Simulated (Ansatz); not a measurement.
BN:
```
BN
1.0
    0.00000     1.74132     1.74132
    1.74132     0.00000     1.74132
    1.74132     1.74132     0.00000
N B
1 1
Direct
  0.00000   0.00000   0.00000
  0.50000   0.50000   0.50000
```

Relaxed with PBEsol.

**Question.** Give the optical modes at the zone centre with their infrared and Raman activity from DFPT, plane-wave PAW PBEsol (Ansatz code).

**Answer.** Transverse frequencies, without the LO–TO term; a row sums one degenerate level.

```tsv
ω (cm⁻¹)	degeneracy	IR ((D/Å)²/amu)	Raman (Å⁴/amu)	activity	symmetry
687i	3	167.35	0	IR	T1u
```

**Question.** How high does the top mode go among those that the LO–TO term moves?

**Answer.** 919 cm⁻¹ for q along x.

Space group Fm-3m (rock salt). A made-up cell: these elements were put on the sites of a structure type; neither database checked (COD, Materials Project) lists it. It is not the phase usual at ambient conditions (space group No. 186, 194, 216). Symmetry was held in the PBEsol relaxation. At this level the phase is dynamically unstable (imaginary phonons).

Potentials: the later of the program's two PAW sets.
